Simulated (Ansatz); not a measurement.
**TaSi2 — electric field gradients**

The cell is an entry of the Crystallography Open Database (COD), its atoms then relaxed with PBE in this cell.

Space group P6_222 (No. 180); a = 4.7800, c = 6.5640 Å, γ = 120.00°.

| site | Wyckoff | site symmetry | x | y | z |
| --- | --- | --- | --- | --- | --- |
| Ta | 3d | 222 | 0.5000 | 0.0000 | 0.5000 |
| Si | 6j | ..2 | 0.1589 | 0.3179 | 0.5000 |

One atom of each set is listed.

Computed with Ansatz: DFT, r2SCAN, plane waves and PAW, scalar-relativistic, 500 eV cutoff, Γ-centred 8×8×5 k-points, Fermi–Dirac smearing 0.05 eV.

V_zz is the principal component of the electric field gradient with the largest magnitude, η = (V_xx − V_yy)/V_zz and C_Q = eQV_zz/h. ν_Q = 3|C_Q|/[2I(2I − 1)].

¹⁸¹Ta: I = 7/2, Q = 3170 mb. Q values from Pyykkö, Mol. Phys. 116, 1328 (2018).

| site | atoms | first shell | C_Q (MHz) | η | ν_Q (MHz) |
| --- | --- | --- | --- | --- | --- |
| Ta | 3 | 10 Si at 2.60–2.82 Å, 4 Ta at 3.24 Å | 508 | 0.93 | 36.3 |

Si has no stable isotope with a ground-state quadrupole moment in the table, so these sites are left out.

With no gap above 0.1 eV, as in a metal, the gradients converge slowly in k; expect changes of a tenth or more on a denser mesh. Without spin–orbit coupling the gradients at and beside Ta can be off by some per cent, at some sites by more. With these PAW files V_zz is typically within 2 to 3 % of all-electron values, but misses above 10 % occur on Ta. Where η is near 1 the sign of V_zz means little.
